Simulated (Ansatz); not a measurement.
Relaxed-ion elastic tensor of GaIr (CsCl type, Pm-3m) in GPa (Voigt order), DFT-LDA in the program Ansatz with PAW potentials; density 16.14 g/cm³, 13.47 Å³ per atom.

|  | 1 | 2 | 3 | 4 | 5 | 6 |
|---|---|---|---|---|---|---|
| 1 | 302 | 237 | 237 | 0.0 | 0.0 | 0.0 |
| 2 | 237 | 302 | 237 | 0.0 | 0.0 | 0.0 |
| 3 | 237 | 237 | 302 | 0.0 | 0.0 | 0.0 |
| 4 | 0.0 | 0.0 | 0.0 | 74.5 | 0.0 | 0.0 |
| 5 | 0.0 | 0.0 | 0.0 | 0.0 | 74.5 | 0.0 |
| 6 | 0.0 | 0.0 | 0.0 | 0.0 | 0.0 | 74.5 |

Question: Is the crystal mechanically stable?

Answer: Yes: the smallest eigenvalue of C is 64.9 GPa.

Question: Work out the Voigt, Reuss and Hill averages.

Answer: K_V = 259, K_R = 259, K_H = 259; G_V = 57.7, G_R = 49.0, G_H = 53.3 GPa.

Question: Give Young's modulus, Poisson's ratio, Pugh's ratio and the universal anisotropy index.

Answer: E = 9KG/(3K + G) = 150 GPa; ν = 0.40; K/G = 4.85 (ductile by the Pugh limit of 1.75); A_U = 5G_V/G_R + K_V/K_R − 6 = 0.88.

Question: Estimate the sound speeds and the Debye temperature.

Answer: v_l = √((K + 4G/3)/ρ) = 4520 m/s, v_t = √(G/ρ) = 1820 m/s, mean 2060 m/s; Θ = (h/k)(3n/4πV)^(1/3) v_m = 258 K.

Question: Give the Zener ratio and Young's modulus along [100], [110] and [111].

Answer: A = 2C44/(C11 − C12) = 2.30; 1/E = S11 − 2(S11 − S12 − S44/2)Γ with Γ = 0, 1/4, 1/3 gives 93.4, 157, 204 GPa.

Question: Solve the Christoffel equation for the three sound speeds along [100], [110], [111].

Answer: Eigenvalues of C_ijkl n_j n_l equal ρv². In km/s, slowest first: [100] 2.15, 2.15, 4.33; [110] 1.42, 2.15, 4.62; [111] 1.70, 1.70, 4.71.

The first step of the workflow began from a Materials Project structure, measured or hypothetical; the Crystallography Open Database files this formula in space group No. 221, but the cells were not matched. Whether it is the stable phase at ambient conditions was not checked. The LDA relaxation kept the symmetry of its start; of distortions, only those at the zone centre were tested. No spin polarisation was allowed. As this level gives no gap, shear constants depend on the k-mesh and smearing (Fermi–Dirac, 0.1 eV here). Scalar-relativistic: spin–orbit coupling is off unless named, which matters more the heavier the elements.

Potentials: the later of the program's two PAW sets.
